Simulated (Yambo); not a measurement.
Yambo run on a free-standing CaI2 monolayer (symmetry P-3m1, slab cell 16.5 Å high). The wavefunctions are norm-conserving PBEsol (Quantum ESPRESSO, 70 Ry, scalar-relativistic) ones on a 6×6×1 mesh (12 occupied bands); a = 4.4357 Å, b = 4.4357 Å, c = 16.5000 Å, α = 90.00°, β = 90.00°, γ = 120.00°.

Yambo input:

```
rim_cut
gw0
dyson
el_el_corr
HF_and_locXC
ppa
em1d
rim_w
RandQpts= 1000000
RandGvec= 2 Ry
CUTGeo= "slab z"
EXXRLvcs= 70 Ry
VXCRLvcs= 280 Ry
Chimod= "HARTREE"
% BndsRnXp
 1 | 135 |
%
NGsBlkXp= 6 Ry
% LongDrXp
 1.0 | 1.0 | 0.0 |
%
RandGvecW= 711 mRy
PPAPntXp= 27.2114 eV
% GbndRnge
 1 | 48 |
%
GTermKind= "BG"
DysSolver= "n"
ExtendOut
% QPkrange
 1 | 1 | 12 | 12 |
 3 | 3 | 12 | 13 |
 4 | 4 | 13 | 13 |
%
```

k points by index: 1 = Γ, 3 = (0, 0.333), 4 = M.

Table of the .qp output:

```
#    K-point    Band    Eo [eV]    E [eV]    E-Eo [eV]    Vxc [eV]    Vnlxc [eV]    Sc|Eo [eV]    Sc|E [eV]    dSc/dw|Eo [eV]    Re(Z)    Im(Z)
#
    1    12    0.000000    -1.320687    -1.320687    -11.44085    -14.32570    1.284529    1.564160    -5.760851    0.825278    -0.001650
    3    12    -0.459411    -1.881769    -1.422358    -11.02393    -14.12272    1.368409    1.676431    -5.892066    0.822006    -0.001894
    3    13    3.914175    5.659428    1.745253    -10.72993    -5.439102    -3.199583    -3.545570    -5.393923    0.834566    -0.001590
    4    13    3.750854    5.449348    1.698494    -10.55563    -5.408046    -3.115002    -3.449086    -5.351728    0.835648    -0.001572
```
(The two width columns are left out.) Convergence of these settings isn't established.

Spin-orbit coupling is not included.

Geometry relaxed with PBEsol.

This is a model layer cut from the bulk structure; whether it is stable on its own was not checked.
